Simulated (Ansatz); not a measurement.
Ansatz (a first-principles code) input:

Ansatz 0.2 input:
```yaml
crystal:
  lattice:
    - [3.4280329929, 0.0, 0.0]
    - [0.0, 3.4280329929, 0.0]
    - [0.0, 0.0, 3.4280329929]
  atoms:
    - { symbol: Si, position: [0.0, 0.0, 0.0] }
    - { symbol: Ni, position: [0.0, 0.5, 0.5] }
    - { symbol: Ni, position: [0.5, 0.0, 0.5] }
    - { symbol: Ni, position: [0.5, 0.5, 0.0] }
kpoints:
  mp_grid: { grid: [25, 25, 25] }
hamiltonian:
  xc: lda
  pseudopotentials: { kind: paw }
scf:
  occupations: { method: fermi_dirac, width: 0.1 }
elastic: { mode: relaxed_ion, stencil: two_point, amplitude: 0.005, f_tol: 0.0005 }
```

Output (shortened):

```
Pseudopotential: Si, paw, valence charge 4
Pseudopotential: Ni, paw, valence charge 18
Functional definition: SPW92
Crystal: 4 atoms, lattice volume = 40.284 Å³
Basis set: ecut = 420 eV, 751 PW (Γ)
Bands: 35, of which v1, the nominal top of the filled ones, is band 29 counted from 1 (28 counted from 0)
Symmetry: 48 space group operations
Space group: Pm-3m (ITA 221), of the structure as read, at distance tolerance 3.4e-5 Å
k-points: 455 of 15625
the search or the solves at the SCF's close seem to have found levels that the self-consistency loop had missed (the run counts 1) …
SCF 1 converged in 12 iterations: F = -17931.007963 eV  dr2 = 3.07e-15
Crystal: 4 atoms, lattice volume = 40.083 Å³
Symmetry: 16 space group operations
k-points: 1183 of 15625
SCF 2 converged in 10 iterations: F = -17931.006608 eV  dr2 = 7.17e-14
Crystal: 4 atoms, lattice volume = 40.486 Å³
Basis set: ecut = 420 eV, 759 PW (Γ)
SCF 3 converged in 9 iterations: F = -17931.006901 eV  dr2 = 9.42e-15
Crystal: 4 atoms, lattice volume = 40.284 Å³
Symmetry: 8 space group operations
k-points: 2197 of 15625
SCF 4 converged in 9 iterations: F = -17931.007482 eV  dr2 = 3.72e-14
Crystal: 4 atoms, lattice volume = 40.284 Å³
SCF 5 converged in 7 iterations: F = -17931.007482 eV  dr2 = 8.41e-14
SCF converged after 12 iterations
Free energy (F): -17931.007963 eV
Harris-Foulkes:  -17931.007963 eV  (|F-HF|=3.64e-12)
Internal energy: -17930.948298 eV  (E = F + TS)
E sigma→0 (E₀):  -17930.978130 eV
Entropy (-TS):   -0.059665 eV (-14.916 meV/atom)
Fermi energy:    18.679466 eV
--- Per-component energies (eV) ---
  E_band       = -779.011767
  E_kinetic    = 904.571011
  E_local      = -11324.697160  (includes V_loc(G=0)·N_el)
  E_nonlocal   = 1940.938019
  E_hartree    = 4832.558794
  E_xc         = -315.305018
  E_vxc        = -384.538139  (∫ρ·V_xc dr)
  E_paw        = -5175.862989  (= ΣΔE_a)
  E_vpaw       = -1580.404317  (= ΣTr[D̂ρ^β])
  E_aug_tail   = 0.001237  (compensation charges beyond the density's cutoff)
  E_ewald      = -8794.538883
  E_core_change = 1.386692  (= ΣΔE_core)
  E_smearing   = -0.059665  (= −TS)
  E_closure    =  0.000000  (closes the sum)
  Σ components = -17931.007963   (vs F -17931.007963, Δ=0.00e0)
--- Forces (eV/Å), atoms counted from 1 ---
  atom   1  Si     0.00000000     0.00000000     0.00000000
  atom   2  Ni     0.00000000     0.00000000     0.00000000
  atom   3  Ni     0.00000000     0.00000000     0.00000000
  atom   4  Ni     0.00000000     0.00000000     0.00000000
  max |Σ_I F_I| component: 0.0 eV/Å
--- Stress (GPa, compression-positive) ---
        0.111179       0.000000       0.000000
        0.000000       0.111179       0.000000
        0.000000       0.000000       0.111179
  P = ⅓ Tr σ = 0.1112 GPa (1.112 kbar)
--- Band table (eV; the first three rows and the last of 455) ---
  k-point 0: bands = ["-83.8827", "-83.8321", "-83.8321", "-44.8040", "-44.8040", "-44.8040", "-44.7247", "-44.7247", "-44.7247", "-44.5351", "-44.5351", "-44.5351", "6.1583", "13.2577", "14.1227", "14.1227", "14.6656", "14.6656", "14.6656", "16.8973", …
  k-point 1: bands = ["-83.8825", "-83.8323", "-83.8321", "-44.8036", "-44.8036", "-44.8034", "-44.7248", "-44.7248", "-44.7248", "-44.5357", "-44.5353", "-44.5353", "6.1782", "13.2643", "14.0965", "14.1374", "14.6649", "14.6649", "14.6717", "16.8484", …
  k-point 2: bands = ["-83.8820", "-83.8328", "-83.8321", "-44.8024", "-44.8024", "-44.8018", "-44.7252", "-44.7252", "-44.7249", "-44.5377", "-44.5362", "-44.5362", "6.2380", "13.2805", "14.0187", "14.1809", "14.6627", "14.6627", "14.6896", "16.7323", …
  k-point 454: bands = ["-83.8489", "-83.8487", "-83.8487", "-44.8312", "-44.8311", "-44.8311", "-44.7584", "-44.6546", "-44.6546", "-44.6545", "-44.4973", "-44.4973", "10.1017", "13.8321", "13.9042", "13.9042", "14.6799", "14.6799", "14.7192", "16.1589", …
--- Elastic constants: 2 strain directions × 2 members + reference (group order 48) ---
  dense FFT box of the reference and of every strained cell: 24×24×24
  strains applied: 11, 23; error gains: componentwise 1.00 (the most a stress slope's error grows in a printed constant), spectral 1.73 (1 for all six strains …
  C = ∂σ_k/∂η_j (tension-positive GPa; Voigt order 11 22 33 23 13 12):
       385.332    196.374    196.374      0.000      0.000      0.000
       196.374    385.332    196.374      0.000      0.000      0.000
       196.374    196.374    385.332      0.000      0.000      0.000
         0.000      0.000      0.000    154.501      0.000      0.000
         0.000      0.000      0.000      0.000    154.501      0.000
         0.000      0.000      0.000      0.000      0.000    154.501
  reference stress σ⁰ (GPa):     -0.111     -0.111     -0.111      0.000      0.000      0.000
  moduli (Voigt/Reuss/Hill, GPa): K = 259.36/259.36/259.36   G = 130.49/123.20/126.84   E = 327.19   ν = 0.290
  mechanically stable: yes (min eigenvalue of sym C = 154.50 GPa)
  strain η (Voigt 11):  stress-route row diagonal C_11 = 385.33 GPa, energy-path curvature d²(F+E_count+ΔE)/dδ²/Ω₀ = 384.89 GPa
         δ    σ_11 (GPa)             F (eV)   n_scf  n_hpsi   n_pw
    -5.000e-3      -2.0619      -17931.0066083      10  860844    804   relax 0 steps, max|allowed force component| 0.0 eV/Å
     5.000e-3       1.7914      -17931.0069008       9  793330    812   relax 0 steps, max|allowed force component| 0.0 eV/Å
  strain η (Voigt 23):  stress-route row diagonal C_44 = 154.50 GPa, energy-path curvature d²(F+E_count+ΔE)/dδ²/Ω₀ = 154.11 GPa
         δ    σ_23 (GPa)             F (eV)   n_scf  n_hpsi   n_pw
    -5.000e-3      -0.7725      -17931.0074816       9  1487572    808   relax 0 steps, max|allowed force component| 0.0 eV/Å
     5.000e-3       0.7725      -17931.0074816       7  1151169    808   relax 0 steps, max|allowed force component| 0.0 eV/Å
```

Cost: very roughly 5 core-minutes on shared cores.

The cell was relaxed with LDA under the symmetry of its start; of distortions, only those at the zone centre were tested. No spin polarisation was allowed. As this level gives no gap, shear constants depend on the k-mesh and smearing (Fermi–Dirac, 0.1 eV here).

Potentials: the later of the program's two PAW sets.

Ansatz is a plane-wave DFT program.
